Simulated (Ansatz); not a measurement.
Values for one crystal, relaxed and computed with PBE (plane waves, PAW; program Ansatz); other levels are named.

- Volume per atom = 30.14 Å³
- Electronic character = metallic (no gap)
- Formation energy from the elements (no fitted shifts) = 0.068 eV/atom
- Density of states at the Fermi level = 0.13 states/eV per atom (mean over ±0.08 eV)
- Pressure derivative B′ = 4.8
- Bulk modulus (Birch–Murnaghan fit) = 43.8 GPa

Q: Which compound is it?
(A) GeS, P-6m2 (Ge on 1a, S on 1f)
(B) SnGe, Pmma (Ge on 2e, Ge on 2f, Sn on 2e, Sn on 2f)
(C) VGe2, P6/mmm (V on 1a, Ge on 2d)
(D) GeW3, Fm-3m (Ge on 4a, W on 4b, W on 8c)

A: B, SnGe, Pmma (Ge on 2e, Ge on 2f, Sn on 2e, Sn on 2f)

The start of the workflow was typed in or built on a structure type; neither database checked (COD, Materials Project) lists it. Its standing as an ambient phase is unchecked. Symmetry was held in the PBE relaxation; its stability against distortions is not shown here. The references are the lowest solids computed at this level, not always the standard phases. Scalar-relativistic: spin–orbit coupling is off unless named, which matters more the heavier the elements.

Potentials: the later of the program's two PAW sets.
